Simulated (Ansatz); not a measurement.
PtRhN2:
```xyz
4
Lattice="1.4609 0.8435 6.1801 -1.4609 0.8435 6.1801 0.0000 -1.6869 6.1801" Properties=species:S:1:pos:R:3 pbc="T T T"
Rh     0.0000     0.0000     9.2701
Pt     0.0000     0.0000     0.0000
N      0.0000     0.0000    16.6024
N      0.0000     0.0000     1.9379
```

Relaxed with r²SCAN.

Question: Map the electron localisation function on the plane through (0.500, 0.500, 0.500) spanned by u = [1, 0, 0] and v = [-1, 1, 1] in lattice vectors, from DFT-r²SCAN in the program Ansatz with PAW potentials.

Answer: x is the fraction of u, y of v (the angle between them is 44°; rows are the nearest grid lines); atoms in the plane: Rh at (0.00, 0.00), Pt at (0.00, 0.50), N at (0.79, 0.40), N at (0.21, 0.60).
```
y \ x   0.000  0.0938  0.188  0.281  0.375  0.469  0.531  0.625  0.719  0.812  0.906   1.00
------  -----  ------  -----  -----  -----  -----  -----  -----  -----  -----  -----  -----
1.00    0.766   0.724  0.186  0.040  0.131  0.268  0.268  0.131  0.040  0.186  0.724  0.766
0.914   0.649   0.764  0.398  0.105  0.038  0.155  0.242  0.240  0.094  0.039  0.259  0.649
0.857   0.224   0.426  0.518  0.139  0.039  0.057  0.155  0.245  0.185  0.048  0.100  0.224
0.771   0.547   0.674  0.198  0.127  0.052  0.017  0.029  0.164  0.251  0.230  0.134  0.547
0.686   0.398   0.753  0.756  0.424  0.060  0.038  0.036  0.078  0.248  0.349  0.395  0.398
0.629   0.305   0.836  0.084  0.757  0.161  0.085  0.167  0.252  0.212  0.479  0.619  0.305
0.543   0.692   0.237  0.834  0.498  0.686  0.111  0.235  0.730  0.734  0.251  0.688  0.692
0.457   0.692   0.688  0.251  0.734  0.730  0.235  0.111  0.686  0.498  0.834  0.237  0.692
0.371   0.305   0.619  0.479  0.212  0.252  0.167  0.085  0.161  0.757  0.084  0.836  0.305
0.314   0.398   0.395  0.349  0.248  0.078  0.036  0.038  0.060  0.424  0.756  0.753  0.398
0.229   0.547   0.134  0.230  0.251  0.164  0.029  0.017  0.052  0.127  0.198  0.674  0.547
0.143   0.224   0.100  0.048  0.185  0.245  0.155  0.057  0.039  0.139  0.518  0.426  0.224
0.0857  0.649   0.259  0.039  0.094  0.240  0.242  0.155  0.038  0.105  0.398  0.764  0.649
0.000   0.766   0.724  0.186  0.040  0.131  0.268  0.268  0.131  0.040  0.186  0.724  0.766
```

The density is the valence pseudo-density with augmentation charge, so density and ELF within about 1 Å of a nucleus are not all-electron values.

Space group R-3m. The start of the workflow was typed in or built on a structure type; neither database checked (COD, Materials Project) lists it. Its standing as an ambient phase is unchecked. The cell was relaxed with r²SCAN under the symmetry of its start; its stability against distortions is not shown here. The workflow began spin-polarised and lost its moments. Its formation energy is positive at this level, so the cell may be metastable or incomplete. Scalar-relativistic: spin–orbit coupling is off unless named, which matters more the heavier the elements.

Potentials: the later of the program's two PAW sets.
